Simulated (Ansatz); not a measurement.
BiB:
```
BiB
1.0
    3.77753     0.00000     0.00000
   -1.88876     3.27143     0.00000
    0.00000     0.00000     6.11201
B Bi
2 2
Direct
  0.00000   0.00000   0.00000
  0.00000   0.00000   0.50000
  0.33333   0.66667   0.25000
  0.66667   0.33333   0.75000
```

Relaxed with PBE. Special points in fractions of this cell's reciprocal vectors: Γ (0.000, 0.000, 0.000); M (0.500, 0.000, 0.000); K (0.333, 0.333, 0.000); A (0.000, 0.000, 0.500); L (0.500, 0.000, 0.500); H (0.333, 0.333, 0.500).

Task: List the band energies nearest the Fermi level at these points for PBE (plane waves, PAW; program Ansatz).

Result: In eV from the Fermi level; about four levels below and three above (degenerate sets whole), none deeper than 8.9 eV; points with the same levels are listed once.

```
k                    below                above
-  -----------------------  -------------------
Γ  -8.12 -0.99 -0.49 -0.49       0.63 1.47 1.47
M  -5.19 -5.18 -4.30 -2.93       0.95 1.03 1.68
K  -3.33 -3.33 -3.08 -3.08       3.04 4.94 4.94
A              -4.66 -4.66  0.06 0.06 0.06 0.06
L  -1.68 -1.68 -1.05 -1.05  3.15 3.15 5.56 5.56
H  -5.19 -5.19 -0.47 -0.47  1.20 1.20 1.67 1.67
```

Space group P6_3/mmc (NiAs type). A made-up cell: these elements were put on the sites of a structure type; neither database checked (COD, Materials Project) lists it. Its standing as an ambient phase is unchecked. Symmetry was held in the PBE relaxation; whether a distortion lowers the energy is not shown. Scalar-relativistic: spin–orbit coupling is off unless named, which matters more the heavier the elements.

Potentials: the later of the program's two PAW sets.
